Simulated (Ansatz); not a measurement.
**What a strained TiO2 layer does to its nuclei**

Cell: a COD entry, its atoms then relaxed with PBE in this cell.

```
CELL_PARAMETERS angstrom
5.14500 0.00000 0.00000
0.00000 9.18500 0.00000
0.00000 0.00000 5.44700
ATOMIC_POSITIONS crystal
Ti 0.13861 0.12899 0.90557
Ti 0.63861 0.37101 0.09443
Ti 0.86139 0.62899 0.59443
Ti 0.36139 0.87101 0.40557
Ti 0.86139 0.87101 0.09443
Ti 0.36139 0.62899 0.90557
Ti 0.13861 0.37101 0.40557
Ti 0.63861 0.12899 0.59443
O 0.46460 0.22990 0.89124
O 0.96460 0.27010 0.10876
O 0.53540 0.72990 0.60876
O 0.03540 0.77010 0.39124
O 0.53540 0.77010 0.10876
O 0.03540 0.72990 0.89124
O 0.46460 0.27010 0.39124
O 0.96460 0.22990 0.60876
O 0.81604 0.00977 0.85064
O 0.31604 0.49023 0.14936
O 0.18396 0.50977 0.64936
O 0.68396 0.99023 0.35064
O 0.18396 0.99023 0.14936
O 0.68396 0.50977 0.85064
O 0.81604 0.49023 0.35064
O 0.31604 0.00977 0.64936
```

Atom numbers follow the list; atoms alike are taken as one site, whose name carries the number of the first.

Computed with Ansatz: DFT, PBE, plane waves and PAW, scalar-relativistic, 420 eV cutoff, Γ-centred 5×3×5 k-points, Fermi–Dirac smearing 0.02 eV.

The cell is stretched along z (the third Cartesian axis of the run's cell), x and y held, and the ions relax again each time.

| strain along z (%) | Ti: V along z (10²¹ V/m²) | O9: V along z (10²¹ V/m²) | O17: V along z (10²¹ V/m²) |
| --- | --- | --- | --- |
| -3 | 0.71 | -0.01 | -0.30 |
| -2 | 0.71 | 0.08 | -0.25 |
| -1 | 0.77 | 0.18 | -0.17 |
| 0 | 0.85 | 0.30 | -0.10 |
| +1 | ? | ? | ? |
| +2 | 1.07 | 0.45 | 0.02 |
| +3 | 1.23 | 0.52 | 0.07 |

(1) Estimate the row at +1 % from the others.

Answers

(1) Ti: 0.95; O9: 0.38; O17: -0.03. Worked for Ti: a straight line through the other 6 rows has a slope of 0.090 × 10²¹ V/m² per per cent of strain and gives 0.99 at +1 %, against 0.95 from the run; over all rows the step per per cent runs from 0.002 at the compressed end to 0.16 at the stretched end, so the response isn't a straight line. Worked for O9: a straight line through the other 6 rows has a slope of 0.090 × 10²¹ V/m² per per cent of strain and gives 0.36 at +1 %, against 0.38 from the run; over all rows the step per per cent runs from 0.085 at the compressed end to 0.066 at the stretched end.

At this cell the principal stresses reach 5 GPa in size with PBE, which can matter for small gradients.
